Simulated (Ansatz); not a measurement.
WSe$_{2}$:
```
CELL_PARAMETERS angstrom
      3.30261     0.00000     0.00000
     -1.65130     2.86014     0.00000
      0.00000     0.00000    13.22578
ATOMIC_POSITIONS crystal
  W  0.66667 0.33333 0.75000
  W  0.33333 0.66667 0.25000
  Se 0.33333 0.66667 0.87579
  Se 0.66667 0.33333 0.12421
  Se 0.66667 0.33333 0.37579
  Se 0.33333 0.66667 0.62421
```

Relaxed with r²SCAN+D4. Special points in fractions of this cell's reciprocal vectors: Γ (0.000, 0.000, 0.000); M (0.500, 0.000, 0.000); K (0.333, 0.333, 0.000); A (0.000, 0.000, 0.500); L (0.500, 0.000, 0.500); H (0.333, 0.333, 0.500).

Q: List the band energies nearest the valence-band maximum at these points for DFT-r²SCAN+D4 with spin–orbit coupling in the program Ansatz with PAW potentials.

A: In eV from the valence-band maximum; about four levels below and three above (degenerate sets whole), none deeper than 8.9 eV; points with the same levels are listed once.

| k | below | above |
|---|---|---|
| Γ | -0.98 -0.98 0.00 0.00 | 2.55 2.55 2.59 2.59 |
| M | -1.28 -1.28 -1.25 -1.25 | 2.07 2.07 2.09 2.09 |
| K | -0.62 -0.62 -0.11 -0.11 | 1.27 1.27 1.31 1.31 |
| A | -0.25 -0.25 -0.25 -0.25 | 2.57 2.57 2.57 2.57 |
| L | -1.28 -1.28 -1.28 -1.28 | 2.09 2.09 2.09 2.09 |
| H | -0.61 -0.61 -0.14 -0.14 | 1.28 1.28 1.31 1.31 |

Space group P6_3/mmc. Symmetry was held in the r²SCAN+D4 relaxation; phonons on a q-mesh show no instability. The run is not spin-polarised.

Potentials: the later of the program's two PAW sets.
